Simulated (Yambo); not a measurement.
Yambo run on Ba₂SrWO₆ (space group R-3, No. 148). The wavefunctions are PBEsol (pw.x of Quantum ESPRESSO, ONCV potentials, no spin-orbit coupling) ones on a 2×2×2 mesh (40 occupied bands); a = 6.129 Å, b = 6.129 Å, c = 6.129 Å, α = 60.96°, β = 60.96°, γ = 60.96°.

Yambo input:

```
rim_cut
gw0
dyson
el_el_corr
HF_and_locXC
cohsex
em1s
RandQpts= 1000000
RandGvec= 1 Ry
EXXRLvcs= 84 Ry
VXCRLvcs= 336 Ry
Chimod= "HARTREE"
% BndsRnXs
 2 | 317 |
%
NGsBlkXs= 8 Ry
% LongDrXs
 1.0 | 1.0 | 1.0 |
%
ExtendOut
% QPkrange
 3 | 3 | 40 | 41 |
%
```

k points by index: 3 = F.

The o-*.qp file then holds:

```
#    K-point    Band    Eo [eV]    E [eV]    E-Eo [eV]    Vxc [eV]    Vnlxc [eV]    Sc|Eo [eV]    Re(Z)    Im(Z)
#
    3    40    0.000000    -2.441738    -2.441738    -19.05690    -24.05656    2.557917    1.000000    0.000000
    3    41    2.838265    2.723280    -0.114985    -15.23466    -9.835019    -5.514626    1.000000    0.000000
```
(The two width columns are left out.) Convergence of these settings isn't established.

Geometry of the Materials Project entry, not relaxed at this level.

The structure is a Materials Project entry; no match was found in the copy of COD used, and its stability was not checked.
